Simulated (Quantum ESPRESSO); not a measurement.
pw.x input (Quantum ESPRESSO 7.5; PBEsol, PseudoDojo standard norm-conserving files, scalar-relativistic):

```
&CONTROL
  calculation = 'scf'
  pseudo_dir = './pseudo'
  outdir = './out'
  tprnfor = .true.
  tstress = .true.
/
&SYSTEM
  ibrav = 0
  nat = 9
  ntyp = 2
  ecutwfc = 84.0
  ecutrho = 336.0
  occupations = 'smearing'
  smearing = 'fd'
  degauss = 0.002
  nbnd = 28
/
&ELECTRONS
  conv_thr = 9e-10
/
ATOMIC_SPECIES
O 15.9990 O.upf
Si 28.0850 Si.upf
CELL_PARAMETERS angstrom
  4.914970052000   0.000000000000   0.000000000000
 -2.457485026000   4.256488924000   0.000000000000
  0.000000000000   0.000000000000   5.431300000000
ATOMIC_POSITIONS crystal
O   0.269220000000   0.413390000000   0.784890000000
O   0.586610000000   0.855830000000   0.118223333000
O   0.144170000000   0.730780000000   0.451556667000
O   0.413390000000   0.269220000000   0.215110000000
O   0.855830000000   0.586610000000   0.881776667000
O   0.730780000000   0.144170000000   0.548443333000
Si   0.531090000000   0.531090000000   0.000000000000
Si   0.468910000000   0.000000000000   0.333333333000
Si   0.000000000000   0.468910000000   0.666666667000
K_POINTS automatic
6 6 6 0 0 0
```

End of the output:

```

[...]
     the Fermi energy is     5.3947 ev
!    total energy              =    -224.11982790 Ry
     estimated scf accuracy    <          2.2E-10 Ry
     smearing contrib. (-TS)   =       0.00000000 Ry
     internal energy E=F+TS    =    -224.11982790 Ry
     The total energy is F=E-TS. E is the sum of the following terms:
     one-electron contribution =    -101.91824234 Ry
     hartree contribution      =      76.70466138 Ry
     xc contribution           =     -59.89165854 Ry
     ewald contribution        =    -139.01458841 Ry
     convergence has been achieved in  12 iterations
     Forces acting on atoms (cartesian axes, Ry/au):
     atom    1 type  1   force =     0.00118877   -0.00369465   -0.00224893
     atom    2 type  1   force =     0.00260528    0.00287683   -0.00224893
     atom    3 type  1   force =    -0.00379405    0.00081783   -0.00224893
     atom    4 type  1   force =    -0.00379405   -0.00081783    0.00224893
     atom    5 type  1   force =     0.00118877    0.00369465    0.00224893
     atom    6 type  1   force =     0.00260528   -0.00287683    0.00224893
     atom    7 type  2   force =    -0.00041810   -0.00072418    0.00000000
     atom    8 type  2   force =     0.00083621    0.00000000    0.00000000
     atom    9 type  2   force =    -0.00041810    0.00072418    0.00000000
     Total force =     0.011083     Total SCF correction =     0.000016
     Computing stress (Cartesian axis) and pressure
          total   stress  (Ry/bohr**3)                   (kbar)     P=       16.94
   0.00012216   0.00000000  -0.00000000           17.97        0.00       -0.00
   0.00000000   0.00012216  -0.00000000            0.00       17.97       -0.00
   0.00000000   0.00000000   0.00010126            0.00        0.00       14.90
```
In a gapped system the printed Fermi energy is only some level inside the gap.

Geometry of the Materials Project entry, not relaxed at this level.
